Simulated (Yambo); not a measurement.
Yambo run on F (space group C2/c, No. 15). The wavefunctions come from this Quantum ESPRESSO step (LDA, PseudoDojo standard norm-conserving files, scalar-relativistic):

```
&CONTROL
  calculation = 'nscf'
  pseudo_dir = './pseudo'
  outdir = './out'
/
&SYSTEM
  ibrav = 0
  nat = 4
  ntyp = 1
  ecutwfc = 84.0
  ecutrho = 336.0
  occupations = 'fixed'
  force_symmorphic = .true.
  nbnd = 103
/
&ELECTRONS
  conv_thr = 4e-09
  diago_full_acc = .true.
  diago_thr_init = 1e-08
/
ATOMIC_SPECIES
F 18.9984 F.upf
CELL_PARAMETERS angstrom
  2.556320000000  -1.584025000000   0.000000000000
  2.556320000000   1.584025000000   0.000000000000
 -0.562109000000   0.000000000000   6.597708000000
ATOMIC_POSITIONS crystal
F   0.595830000000   0.915330000000   0.597960000000
F   0.404170000000   0.084670000000   0.402040000000
F   0.084670000000   0.404170000000   0.902040000000
F   0.915330000000   0.595830000000   0.097960000000
K_POINTS automatic
6 6 2 0 0 0
```

Yambo input:

```
rim_cut
gw0
dyson
el_el_corr
HF_and_locXC
ppa
em1d
RandQpts= 1000000
RandGvec= 1 Ry
EXXRLvcs= 84 Ry
VXCRLvcs= 336 Ry
Chimod= "HARTREE"
% BndsRnXp
 1 | 102 |
%
NGsBlkXp= 8 Ry
% LongDrXp
 1.0 | 1.0 | 1.0 |
%
PPAPntXp= 27.2114 eV
% GbndRnge
 1 | 102 |
%
GTermKind= "BG"
DysSolver= "n"
ExtendOut
% QPkrange
 1 | 1 | 14 | 15 |
 7 | 7 | 14 | 15 |
%
```

k points by index: 1 = Γ, 7 = (0, -0.5, 0).

Table of the .qp output:

```
#    K-point    Band    Eo [eV]    E [eV]    E-Eo [eV]    Vxc [eV]    Vnlxc [eV]    Sc|Eo [eV]    Sc|E [eV]    dSc/dw|Eo [eV]    Re(Z)    Im(Z)
#
    1    14    0.000000    -2.801786    -2.801786    -23.61851    -32.45956    5.351550    6.039260    -6.678731    0.802928    -0.001275
    1    15    2.347421    5.384260    3.036838    -22.26594    -15.44658    -3.083889    -3.782517    -6.259804    0.812978    -0.001111
    7    14    -0.140958    -2.889984    -2.749026    -23.40318    -32.12876    5.296797    5.976552    -6.728154    0.801758    -0.001307
    7    15    3.052229    6.226497    3.174268    -23.65790    -16.54140    -3.159548    -3.942235    -6.709320    0.802204    -0.001262
```
(The two width columns are left out.) Convergence of these settings isn't established.

Geometry of the Materials Project entry, not relaxed at this level.

The distance between layers or molecules is the database entry's, not relaxed here. Functionals without dispersion can leave it too large, which widens gaps and weakens the response across layers: the numbers belong to this cell.
